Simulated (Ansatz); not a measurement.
Values for one crystal, relaxed and computed with r²SCAN (plane waves, PAW; program Ansatz); other levels are named.

- Volume per atom = 24.36 Å³
- Electronic character = metallic (no gap)
- Formation energy from the elements (no fitted shifts) = -98 kJ/mol-atom
- Density of states at the Fermi level = 0.46 states/eV per atom (mean over ±0.08 eV)

Task: Which compound is it?
A) YAl2Ge2, P-3m1 (Y on 1a, Al on 2d, Ge on 2d)
B) YSi2, P4/mmm (Si on 2f, Y on 1b)
C) Y5Ge4, Pnma (Pearson symbol oP36)
D) CoGe2, Cmce (Co on 8d, Ge on 8f, Ge on 8e)

Result: C, Y5Ge4, Pnma (Pearson symbol oP36)

The first step of the workflow began from a Materials Project structure, measured or hypothetical; the Crystallography Open Database files this formula in space group No. 62, but the cells were not matched. Its standing as an ambient phase is unchecked. The r²SCAN relaxation kept the symmetry of its start; its stability against distortions is not shown here. No spin polarisation was allowed. The references are the lowest solids computed at this level, not always the standard phases. Spin–orbit coupling is left out wherever it is not named.

Potentials: the later of the program's two PAW sets.
